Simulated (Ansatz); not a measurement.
Relaxed C (graphite type, space group P6_3/mmc):

```xyz
4
Lattice="2.4650 0.0000 0.0000 -1.2325 2.1347 0.0000 0.0000 0.0000 6.7289" Properties=species:S:1:pos:R:3 pbc="T T T"
C      0.0000     0.0000     1.6822
C      0.0000     0.0000     5.0466
C      0.0000     1.4232     1.6822
C      1.2325     0.7116     5.0466
```

In this cell atom 2 (C, nearest neighbour C at 1.423 Å; its periodic images, 2.5 Å or more away, move with it) is moved by s along Cartesian z, unit vector (0.000, 0.000, 1.000); all other atoms and the cell stay fixed.

Computed with PBE-D3(BJ) (plane waves to 420 eV, PAW, scalar-relativistic; Ansatz, a quantum-chemistry and plane-wave program). k mesh 12×12×4 (Γ-centred), Fermi-Dirac smearing 0.05 eV. E stands for the smeared free energy. With partly filled bands, energies and forces of such displacements shift with the k mesh and the smearing. C was relaxed with its symmetry unable to fall. The PAW data are Ansatz's earlier set. ΔE is measured from the undisplaced structure. The last digit holds for this mesh only.

| s (Å) | ΔE (meV/cell) |
|---|---|
| -0.140 | 163.7 |
| -0.112 | 104.6 |
| -0.084 | 58.8 |
| -0.056 | 26.1 |
| -0.028 | 6.5 |
| 0.000 | 0.0 |
| 0.028 | 6.5 |
| 0.056 | 26.1 |
| 0.084 | 58.8 |
| 0.112 | 104.6 |
| 0.140 | 163.7 |

What force constant k = d²E/ds² at s = 0 does the table give?

17 eV/Å². It is the second difference of the nearest points, corrected with the next pair.

With k = 16.64 eV/Å² from the forces, is the well harmonic out to s = 0.140 Å?

½ks² = 163 meV/cell against the computed 164 meV/cell, so the well is close to harmonic there.

(A displaced cell: forces are minus the slopes of the energy, force constants its curvatures, and phonons follow from these.)
